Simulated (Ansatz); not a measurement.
ZnS:
```
CELL_PARAMETERS angstrom
      1.90375     1.09913     9.35668
     -1.90375     1.09913     9.35668
      0.00000    -2.19826     9.35668
ATOMIC_POSITIONS crystal
  Zn 0.00001 0.00001 0.00001
  Zn 0.77771 0.77771 0.77771
  Zn 0.55543 0.55543 0.55543
  S  0.91674 0.91674 0.91674
  S  0.47217 0.47217 0.47217
  S  0.69460 0.69460 0.69460
```

Relaxed with r²SCAN.

### Question
Map the electron localisation function on the plane through (0.000, 0.000, 0.000) spanned by u = [1, 0, 0] and v = [-1, 1, 1] in lattice vectors, from plane-wave PAW r²SCAN (Ansatz code).

### Answer
x is the fraction of u, y of v (the angle between them is 38°; rows are the nearest grid lines); atoms in the plane: Zn at (0.00, 0.00), Zn at (0.56, 0.78), Zn at (0.11, 0.56), S at (0.83, 0.92), S at (0.94, 0.47), S at (0.39, 0.69).
```
y \ x   0.000  0.100  0.175  0.275  0.375  0.450  0.550  0.625  0.725  0.825  0.900   1.00
------  -----  -----  -----  -----  -----  -----  -----  -----  -----  -----  -----  -----
1.00    0.000  0.180  0.065  0.045  0.105  0.070  0.019  0.463  0.787  0.870  0.208  0.000
0.925   0.147  0.063  0.244  0.220  0.160  0.159  0.086  0.024  0.781  0.005  0.883  0.147
0.850   0.756  0.152  0.353  0.821  0.267  0.096  0.132  0.109  0.122  0.812  0.551  0.756
0.775   0.830  0.144  0.320  0.875  0.857  0.279  0.000  0.105  0.061  0.271  0.822  0.830
0.700   0.208  0.237  0.027  0.754  0.002  0.849  0.164  0.025  0.220  0.198  0.138  0.208
0.625   0.107  0.094  0.125  0.069  0.810  0.483  0.786  0.142  0.311  0.832  0.632  0.107
0.550   0.405  0.000  0.063  0.065  0.193  0.771  0.769  0.408  0.255  0.882  0.684  0.405
0.450   0.352  0.396  0.144  0.152  0.040  0.022  0.256  0.215  0.016  0.525  0.716  0.352
0.375   0.807  0.800  0.293  0.144  0.078  0.021  0.015  0.027  0.013  0.014  0.498  0.807
0.300   0.513  0.746  0.501  0.052  0.049  0.025  0.007  0.008  0.026  0.023  0.015  0.513
0.225   0.018  0.223  0.219  0.024  0.011  0.016  0.020  0.019  0.050  0.101  0.061  0.018
0.150   0.078  0.014  0.025  0.015  0.007  0.014  0.141  0.330  0.170  0.163  0.152  0.078
0.0750  0.162  0.053  0.009  0.026  0.027  0.014  0.143  0.676  0.753  0.200  0.077  0.162
0.000   0.000  0.180  0.065  0.045  0.105  0.070  0.019  0.463  0.787  0.870  0.208  0.000
```

The density is the valence pseudo-density with augmentation charge, so density and ELF within about 1 Å of a nucleus are not all-electron values.

Space group R3m. The first step of the workflow began from a Materials Project structure, measured or hypothetical; the Crystallography Open Database files this formula in space group No. 160, but the cells were not matched. It is not the phase usual at ambient conditions (space group No. 186, 216). The cell was relaxed with r²SCAN under the symmetry of its start; whether a distortion lowers the energy is not shown.

Potentials: the later of the program's two PAW sets.
